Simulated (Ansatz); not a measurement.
Input:

Al5C3N:
Space group P6₃mc (No. 186); a = b = 3.292 Å, c = 21.707 Å, α = β = 90.00°, γ = 120.00°

```
atom  site  symmetry       x       y       z
----  ----  --------  ------  ------  ------
Al      2a       3m.  0.0000  0.0000  0.1591
Al      2b       3m.  0.3333  0.6667  0.0447
Al      2b       3m.  0.3333  0.6667  0.2626
Al      2b       3m.  0.3333  0.6667  0.4528
Al      2a       3m.  0.0000  0.0000  0.3475
C       2a       3m.  0.0000  0.0000  0.2490
C       2b       3m.  0.3333  0.6667  0.3656
C       2a       3m.  0.0000  0.0000  0.0020
N       2b       3m.  0.3333  0.6667  0.1298
```

This is the PBEsol-relaxed structure.

### Question
All from DFT-PBEsol in the program Ansatz with PAW potentials, unless another level is named. Predict the zero-point energy.

### Answer
87.4 meV/atom.

### Question
What about the bulk modulus (Birch–Murnaghan fit)?

### Answer
169 GPa.

### Question
What about the highest zone-centre frequency (without LO–TO term)?

### Answer
863 cm⁻¹.

### Question
What about the vibrational entropy at 300 K?

### Answer
12.7 J/(K·mol of atoms).

Space group P6_3mc. The workflow started from a Materials Project entry (that database holds measured and hypothetical structures alike); the Crystallography Open Database files this formula in space group No. 186, but the cells were not matched. Its standing as an ambient phase is unchecked. The PBEsol relaxation kept the symmetry of its start; whether a distortion lowers the energy is not shown.

Potentials: the later of the program's two PAW sets.
